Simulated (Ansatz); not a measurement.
**Calculated coordination and O-17 quadrupole coupling for V₂O₅ under strain**

Cell: a measured structure from the Crystallography Open Database (COD), relaxed with PBE at fixed cell and then changed (z stretched by 1 %, ions relaxed).

```
CELL_PARAMETERS angstrom
3.56400 0.00000 0.00000
0.00000 11.51200 0.00000
0.00000 0.00000 4.41168
ATOMIC_POSITIONS crystal
V 0.00000 0.85154 0.11312
V 0.00000 0.14846 0.11312
V 0.50000 0.35154 0.88688
V 0.50000 0.64846 0.88688
O 0.00000 0.85524 0.47197
O 0.00000 0.14476 0.47197
O 0.50000 0.35524 0.52803
O 0.50000 0.64476 0.52803
O 0.00000 0.68100 0.99379
O 0.00000 0.31900 0.99379
O 0.50000 0.18100 0.00621
O 0.50000 0.81900 0.00621
O 0.00000 0.00000 0.00159
O 0.50000 0.50000 0.99841
```

Atoms are numbered from 1 in the order listed; like atoms form one site, named after its first atom.

All values are calculated (Ansatz; DFT, PBE, plane waves and PAW, scalar-relativistic, 420 eV cutoff, Γ-centred 7×2×6 k-points, Fermi–Dirac smearing 0.02 eV), not measured.

Q(O-17) = -25.58 mb.

(1) Rank these O sites by |C_Q|, smallest first.
A. O9: 3 V at 1.88–2.03 Å
B. O13: 2 V at 1.78 Å, angle 148°
C. O5: 1 V at 1.58 Å

Results:

(1) C (0.760 MHz, η = 0.67), A (3.11 MHz, η = 0.71), B (3.65 MHz, η = 0.01).

At O13 V_zz points along the bisector of its two bonds (within 1°). Like point charges on the first shell alone (each adding as 1/d³) would give another order (O9 < O5 < O13): the covalent part of each bond and the atoms beyond the first shell count as well.
